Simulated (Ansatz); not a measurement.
## NaMgF3: stationary points along a deformation path

Theory: Ansatz 0.2.0, DFT PBEsol, scalar-relativistic, plane waves, PAW. Settings: plane waves to 420 eV, k-mesh 6×6×6 (Γ-centred), Gaussian smearing 0.05 eV. No spin polarisation. Energies are free energies at this smearing, counted from the undisturbed cell; pressure is positive in compression.

The starting cell (as given, not relaxed at this level; it stands at -2.3 GPa, and it needn't be the usual structure):

```yaml
crystal:
  lattice:
    - [3.95084, 0.00000, 0.00000]
    - [0.00000, 3.95084, 0.00000]
    - [0.00000, 0.00000, 3.95084]
  atoms:
    - { symbol: Na, position: [0.00000, 0.00000, 0.00000] }
    - { symbol: Mg, position: [0.50000, 0.50000, 0.50000] }
    - { symbol: F, position: [0.50000, 0.50000, 0.00000] }
    - { symbol: F, position: [0.50000, 0.00000, 0.50000] }
    - { symbol: F, position: [0.00000, 0.50000, 0.50000] }
```

At fixed volume and fractional coordinates, lengths along (0.000, 0.000, 1.000) are scaled against those across it; ρ is that ratio over its starting value. V = 12.334 Å³/atom. Δσ is the stress along the axis less the mean stress across it (compression positive).

```
    ρ  ΔE (meV/atom)  Δσ (GPa) space group
0.650          972.5    121.83       P4/mmm
0.707          542.8     79.54       P4/mmm
0.780          235.5     44.60       P4/mmm
0.850           87.7     23.69       P4/mmm
0.920           20.5     10.16       P4/mmm
0.960            4.6      4.55       P4/mmm
1.000            0.0      0.00        Pm-3m
1.050            6.0     -4.66       P4/mmm
1.100           21.8     -8.55       P4/mmm
1.200           74.9    -15.16       P4/mmm
1.300          149.6    -21.33       P4/mmm
1.414          257.2    -28.75       P4/mmm
1.500          353.4    -34.91       P4/mmm
```

Question: How does the stress give the slope of the energy, and where is the energy stationary?

Answer: Along the path d ln(length) is 2/3 d ln ρ on the axis and −1/3 d ln ρ across it, so dE/d ln ρ = −(2/3) V Δσ: the energy falls with ρ where Δσ is positive. Δσ vanishes or changes sign at ρ = 1.000 (Pm-3m), a minimum at 0.0 meV/atom. Pairs of stationary points between two samples would go unseen, and could change a minimum read from distant neighbours into a maximum. At ρ = 1.000 the cell is cubic, where symmetry alone makes the stress isotropic and the slope zero.

Question: Which shear constant sets the curvature at ρ = 1?

Answer: For a cubic crystal E/V = (2/3) C (ln ρ)² with C = C′ = (C11 − C12)/2, so Δσ = −2C ln ρ. The parabola of Δσ against ln ρ through ρ = 0.960, 1 and 1.050 gives C ≈ 52 GPa with the ions clamped, rough because the steps are large. It is the stress–strain coefficient at this cell's pressure of -2.3 GPa, not the zero-pressure constant.

Question: Integrate that slope from ρ = 1 to 0.850 by the trapezoid rule.

Answer: With V/N in Å³ and 1 eV/Å³ = 160.2 GPa the slopes at ρ = 1.000, 0.960, 0.920, 0.850 are 0, -234, -521, -1216 meV/atom per unit of ln ρ. The steps add 4.8 + 16.1 + 68.7 = 89.6 meV/atom, against 87.7 from the energies; the trapezoid rule misses the curvature of the slope within each step.

Symmetry holds off the tilts and polar distortions that many cubic perovskites undergo.